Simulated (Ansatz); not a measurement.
# MnCo2: reading a single point

```
CELL_PARAMETERS angstrom
2.92782 0.00000 0.00000
-1.46391 2.53557 0.00000
0.00000 0.00000 4.61841
ATOMIC_POSITIONS crystal
Mn 0.00000 0.00000 0.50000
Co 0.66670 0.33330 0.24560
Co 0.33330 0.66670 0.75440
```

Single point in Ansatz 0.2.0 with PBE, spin-orbit coupling. Cutoff 420 eV, PAW datasets, 9×9×5 Γ-centred k mesh, fermi-dirac filling (width 0.1 eV).

The state carries no moments; the state need not be the lowest.

How is the charge shared?

Bader charges in e: Mn +0.21, Co -0.11. In the mean Mn gives up most and Co takes most.

Where is the largest force?

The largest is on Co2 (and as large on other atoms): 4.44 eV/Å, components (0.00, 0.00, -4.44). It makes 125° with the line to a nearest neighbour, Mn1 at 2.06 Å.

What does the stress say?

The pressure is 34.1 GPa (compression positive), so with the atoms held at these fractions the cell would first expand; the forces are large, so a full relaxation may end otherwise. The principal stresses 31.6, 31.6, 39.0 GPa differ, so its shape would change too.

Is there a gap?

It is a metal, with about 3.3 states/eV a cell as the mean within 0.25 eV of the Fermi level, mostly Co d (52 %) and Mn d (37 %).

Origin: a known structure type with other elements, at an estimated volume, so it need not be a known compound. Caveats: atoms or cell far from equilibrium; the SCF threshold is loose for a stress.
